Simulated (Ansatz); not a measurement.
IrW (CsCl type, Pm-3m), the program Ansatz at the PBEsol level (PAW), all energies at zero smearing, with the estimated change up to a 700 eV cutoff added, with one set of potentials and settings (totals compare only within such a set). Cell of 2 atoms (1 Ir, 1 W): -22057.204 eV.

| element | reference phase | E (eV/atom) |
|---|---|---|
| Ir | Fm-3m, 1 atoms in the cell | -11800.4472 |
| W | Im-3m, 1 atoms in the cell | -10257.5790 |

Formation energy per atom, worked out: (-22057.204 − 1×(-11800.4472) − 1×(-10257.5790))/2 = 0.411 eV/atom (40 kJ per mol of atoms), at 0 K, without zero-point energy or fitted corrections.

The start of the workflow was typed in or built on a structure type; neither database checked (COD, Materials Project) lists it. COD files the formula under space group No. 51. Its standing as an ambient phase is unchecked. The PBEsol relaxation kept the symmetry of its start. At this level the phase is dynamically unstable (imaginary phonons). No spin polarisation was allowed. Its formation energy is positive at this level, so the cell may be metastable or incomplete. The references are the lowest solids computed at this level, not always the standard phases. Scalar-relativistic: spin–orbit coupling is off unless named, which matters more the heavier the elements.

Potentials: the earlier of the program's two PAW sets. The files were generated under PBE; for other functionals the program regenerates the frozen cores, and for LDA and PBEsol the local potential too.
